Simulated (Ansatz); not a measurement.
Ga₂O₃ built on the corundum prototype, relaxed with r2SCAN in the plane-wave code Ansatz. Space group R-3c (No. 167), trigonal; conventional cell a = 4.985 Å, c = 13.442 Å, 9.64 Å³ an atom. Ga is surrounded by 6 O at 1.93–2.07 Å; O is surrounded by 4 Ga at 1.93–2.07 Å.

The axes x, y and z are those of this cell:
```yaml
crystal:
  lattice:
    - [2.49226, 1.43891, 4.48064]
    - [-2.49226, 1.43891, 4.48064]
    - [0.00000, -2.87781, 4.48064]
  atoms:
    - { symbol: Ga, position: [0.85543, 0.85543, 0.85543] }
    - { symbol: Ga, position: [0.35543, 0.35543, 0.35543] }
    - { symbol: Ga, position: [0.14457, 0.14457, 0.14457] }
    - { symbol: Ga, position: [0.64457, 0.64457, 0.64457] }
    - { symbol: O, position: [0.44637, 0.05363, 0.75000] }
    - { symbol: O, position: [0.05363, 0.75000, 0.44637] }
    - { symbol: O, position: [0.55363, 0.94637, 0.25000] }
    - { symbol: O, position: [0.25000, 0.55363, 0.94637] }
    - { symbol: O, position: [0.94637, 0.25000, 0.55363] }
    - { symbol: O, position: [0.75000, 0.44637, 0.05363] }
```

Unstrained: PBE gives an indirect gap of 2.854 eV, from Γ–S₀ (0.45 of the way from Γ) to Γ; the least direct gap is 3.106 eV at Γ. The r2SCAN gap is indirect, 3.551 eV (Γ–S₀ (0.45 of the way from Γ) to Γ), below the direct gap of 3.806 eV at Γ. HSE06 gives an indirect gap of 4.622 eV, from Γ–S₀ (0.45 of the way from Γ) to Γ; the least direct gap is 4.870 eV at Γ. Meshes: PBE 6×6×6, r2SCAN 6×6×6, HSE06 4×4×4. Strains are changes of length per length. After each strain the atoms were relaxed again with r2SCAN within the symmetry that the strain leaves, so tilts or polar shifts that break it weren't tested; points keep the names that they have in the unstrained zone. Calculated for a static, non-magnetic cell.

(1) Apply isotropic +1.0 % on every length. How far does the gap move, against the unstrained cell?

(2) Estimate what isotropic -2.0 % on every length does to the gap.

(3) Apply isotropic -1.0 % on every length. How far does the gap move, against the unstrained cell?

(4) Estimate what isotropic +2.0 % on every length does to the gap.

(5) Estimate what isotropic -3.0 % on every length does to the gap.

(6) Apply isotropic +3.0 % on every length. How far does the gap move, against the unstrained cell?

(7) Order the strained cells by their HSE06 gap, smallest first.
A. isotropic +3.0 % on every length
B. isotropic -1.0 % on every length
C. isotropic +1.0 % on every length
D. isotropic -3.0 % on every length
E. isotropic -2.0 % on every length
F. isotropic +2.0 % on every length

## Answers

(1) PBE: the gap goes from 2.854 to 2.537 eV (-0.317 eV). r2SCAN: the gap goes from 3.551 to 3.220 eV (-0.331 eV). HSE06: the gap goes from 4.622 to 4.271 eV (-0.351 eV). The r2SCAN energy rises by 6.2 meV an atom.

(2) PBE: the gap goes from 2.854 to 3.526 eV (+0.672 eV); the edges go from Γ–S₀ (0.45) → Γ to Γ–S₀ (0.47) → Γ. r2SCAN: the gap goes from 3.551 to 4.253 eV (+0.702 eV); the edges go from Γ–S₀ (0.45) → Γ to Γ–S₀ (0.47) → Γ. HSE06: the gap goes from 4.622 to 5.362 eV (+0.740 eV); the edges go from Γ–S₀ (0.45) → Γ to Γ–S₀ (0.47) → Γ. The r2SCAN energy rises by 27.4 meV an atom.

(3) PBE: the gap goes from 2.854 to 3.184 eV (+0.330 eV). r2SCAN: the gap goes from 3.551 to 3.896 eV (+0.345 eV). HSE06: the gap goes from 4.622 to 4.986 eV (+0.364 eV). The r2SCAN energy rises by 6.6 meV an atom.

(4) PBE: the gap goes from 2.854 to 2.233 eV (-0.621 eV). r2SCAN: the gap goes from 3.551 to 2.901 eV (-0.650 eV). HSE06: the gap goes from 4.622 to 3.932 eV (-0.690 eV). The r2SCAN energy rises by 23.9 meV an atom.

(5) PBE: the gap goes from 2.854 to 3.881 eV (+1.027 eV); the edges go from Γ–S₀ (0.45) → Γ to Γ–S₀ (0.47) → Γ. r2SCAN: the gap goes from 3.551 to 4.623 eV (+1.072 eV); the edges go from Γ–S₀ (0.45) → Γ to Γ–S₀ (0.47) → Γ. HSE06: the gap goes from 4.622 to 5.751 eV (+1.129 eV); the edges go from Γ–S₀ (0.45) → Γ to Γ–S₀ (0.47) → Γ. The r2SCAN energy rises by 63.8 meV an atom.

(6) PBE: the gap goes from 2.854 to 1.942 eV (-0.912 eV); the edges go from Γ–S₀ (0.45) → Γ to (0, 0.161, -1/6) → Γ. r2SCAN: the gap goes from 3.551 to 2.594 eV (-0.957 eV); the edges go from Γ–S₀ (0.45) → Γ to (0, 0.161, -1/6) → Γ. HSE06: the gap goes from 4.622 to 3.605 eV (-1.017 eV); the edges go from Γ–S₀ (0.45) → Γ to (0, 0.161, -1/6) → Γ. The r2SCAN energy rises by 51.9 meV an atom.

(7) A (3.61 eV), F (3.93 eV), C (4.27 eV), B (4.99 eV), E (5.36 eV), D (5.75 eV).

Where an edge lies off the special points, it is a point of the mesh or the k point where a search put PBE's edge or least direct gap, reused for the other functionals, whose own edges may lie a little apart.

The meshes of the hybrids are coarse, so their gaps aren't converged to the digits shown.
